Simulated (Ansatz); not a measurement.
GeTe2Pb:
```cif
data_GePbTe2
_chemical_formula_sum 'Ge1 Te2 Pb1'
_space_group_name_H-M_alt 'P4/mmm'
_space_group_IT_number 123
_space_group_name_Hall '-P 4 2'
_cell_length_a 4.35132
_cell_length_b 4.35132
_cell_length_c 6.15615
_cell_angle_alpha 90.000
_cell_angle_beta 90.000
_cell_angle_gamma 90.000
loop_
_atom_site_label
_atom_site_type_symbol
_atom_site_symmetry_multiplicity
_atom_site_Wyckoff_symbol
_atom_site_fract_x
_atom_site_fract_y
_atom_site_fract_z
_atom_site_occupancy
Ge1 Ge 1 a 0.00000 0.00000 0.00000 1
Te1 Te 1 b 0.00000 0.00000 0.50000 1
Te2 Te 1 c 0.50000 0.50000 0.00000 1
Pb1 Pb 1 d 0.50000 0.50000 0.50000 1
```

Relaxed at zero pressure with DFT-LDA in the program Ansatz with PAW potentials.

**Question.** The volume is lowered by 3 % and shape and atoms relax at that volume. What pressure results, and how do the axes share the change?

**Answer.** 1.7 GPa; a -1.0 %, b -1.0 %, c -1.1 %; the energy rises by 5 meV/atom.

**Question.** Give the new structure.

**Answer.** 
Space group P4/mmm (No. 123); a = 4.3089 Å, b = 4.3089 Å, c = 6.0897 Å, α = 90.00°, β = 90.00°, γ = 90.00°

```
atom  site  symmetry       x       y       z
----  ----  --------  ------  ------  ------
Ge      1a     4/mmm  0.0000  0.0000  0.0000
Te      1b     4/mmm  0.0000  0.0000  0.5000
Te      1c     4/mmm  0.5000  0.5000  0.0000
Pb      1d     4/mmm  0.5000  0.5000  0.5000
```

The phase is kept; no other phase was compared at this pressure.

The first step of the workflow began from a Materials Project structure, measured or hypothetical; the Crystallography Open Database copy checked does not list it. With Ge and Pb taken as one species the cell has the higher symmetry Fm-3m, so it may be an ordered model of a mixed-site phase. Whether it is the stable phase at ambient conditions was not checked. Symmetry was held in the LDA relaxation. At this level the phase is dynamically unstable (imaginary phonons). Spin–orbit coupling is left out wherever it is not named.

Potentials: the later of the program's two PAW sets.
